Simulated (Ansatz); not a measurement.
# Sc-45 NMR of the central transition in NaCaScS₃O₁₂

Cell: a computed structure from the Materials Project (it need not be an observed phase), atoms as given.

Space group R3c:H (No. 161); a = 8.9724, c = 23.8416 Å, γ = 120.00°.

| site | Wyckoff | site symmetry | x | y | z |
| --- | --- | --- | --- | --- | --- |
| Na | 6a | 3. | 0.0000 | 0.0000 | 0.5009 |
| Ca | 6a | 3. | 0.0000 | 0.0000 | 0.6487 |
| Sc | 6a | 3. | 0.0000 | 0.0000 | 0.3495 |
| S | 18b | 1 | 0.3244 | 0.9575 | 0.4164 |
| O13 | 18b | 1 | 0.0121 | 0.2119 | 0.6992 |
| O19 | 18b | 1 | 0.9730 | 0.7894 | 0.3007 |
| O25 | 18b | 1 | 0.8071 | 0.0090 | 0.5892 |
| O31 | 18b | 1 | 0.1633 | 0.9696 | 0.4115 |

One atom of each set is listed; the run and its k-mesh use a cell of 36 atoms with edges of 9.49, 9.49, 9.49 Å.

Level of theory: DFT, PBE, plane waves and PAW, scalar-relativistic, 420 eV cutoff, Γ-centred 3×3×3 k-points, Fermi–Dirac smearing 0.02 eV (Ansatz 0.2.0).

Sc-45 has I = 7/2 and Q = -220.0 mb (Pyykkö 2018); at 9.4 T its Larmor frequency is ν₀ = 97.4 MHz. Only the quadrupole interaction is simulated: positions count from each site's isotropic chemical shift, and J coupling is left out, as are shift anisotropy and dipolar coupling, which fast spinning averages.

Simulated pattern of one Sc site (fast magic-angle spinning, Gaussian broadening 0.05 kHz):

offset (kHz), height and a bar:
```
   -1.522          0 
   -1.477          1 
   -1.432          4 #
   -1.387          5 #
   -1.343          5 #
   -1.298          5 ##
   -1.253          5 ##
   -1.208          5 ##
   -1.163          5 ##
   -1.119          6 ##
   -1.074          6 ##
   -1.029          6 ##
   -0.984          7 ##
   -0.939         33 ##########
   -0.894         79 ########################
   -0.850         55 #################
   -0.805         44 #############
   -0.760         39 ############
   -0.715         36 ###########
   -0.670         35 ###########
   -0.626         34 ##########
   -0.581         34 ##########
   -0.536         35 ##########
   -0.491         36 ###########
   -0.446         38 ###########
   -0.401         40 ############
   -0.357         45 #############
   -0.312         53 ################
   -0.267         74 ######################
   -0.222        100 ##############################
   -0.177         25 #######
   -0.133          0
```

Task: Which |C_Q| and η does the pattern imply?

Result: The pattern spans 1.25 kHz before broadening and its centre of gravity is at -0.585 kHz, which fixes P_Q; the places of the horns and steps fix η. That gives P_Q = 4.73 MHz, |C_Q| = 4.73 MHz and η = 0.00. The sign of C_Q can't be read from the pattern.

An axis of threefold or higher order runs through Sc, so V_zz lies along it and η is zero.

The largest force is 0.4 eV/Å, so the atoms aren't at the calculated equilibrium and relaxing them would move these values.

Hardware: 1 thread of Intel Xeon Platinum 8259CL CPU @ 2.50GHz (Skylake/Cascade Lake) (x86_64; 4 cores open to the job, memory cap 2.5 GiB, no GPU), a shared host with a load of 0.8 a core. Wall time 1.7 min, CPU time 1.7 min, peak memory 1.2 GiB.
